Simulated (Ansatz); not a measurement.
Data:

TaN (space group P6/mmm)

Space group P6/mmm (No. 191); a = 5.202 Å, b = 5.202 Å, c = 2.906 Å, α = 90.00°, β = 90.00°, γ = 120.00°

| atom | site | symmetry | x | y | z |
|---|---|---|---|---|---|
| Ta | 1a | 6/mmm | 0.0000 | 0.0000 | 0.0000 |
| Ta | 2d | -6m2 | 0.3333 | 0.6667 | 0.5000 |
| N | 3f | mmm | 0.0000 | 0.5000 | 0.0000 |

Equation-of-state scan: isotropic scaling of the cell above, V₀ being its volume. Symmetry pins the atoms to their sites.

Level of theory: PBEsol (plane waves to 420 eV, PAW, scalar-relativistic; Ansatz, a program for electronic structure). k mesh 10×10×16 (Γ-centred), Fermi-Dirac smearing 0.05 eV. The energy includes the smearing's −TS. Stress and pressure are positive under compression. With the shape held, the modulus is that of even scaling; a crystal free to change shape is softer. Spin-orbit coupling is left out, though Ta is heavy. TaN is run without spin polarisation. TaN was relaxed with its symmetry unable to fall. This is one of several known forms of TaN; the measured ambient cells at hand have space group No. 189. The zero of ΔE is the relaxed starting cell.

The scan covers V/V₀ from 0.940 to 1.060 in 9 points.

Question: What is ΔE at V/V₀ = 1.060?

Answer: 37 meV/atom.

Question: What is ΔE at V/V₀ = 0.940?

Answer: 46 meV/atom.

Question: What pressure does the cell carry at V/V₀ = 0.940?

Answer: 22.7 GPa.

(Under strain, the slope of the energy per volume gives the stress and its curvature an elastic modulus.)
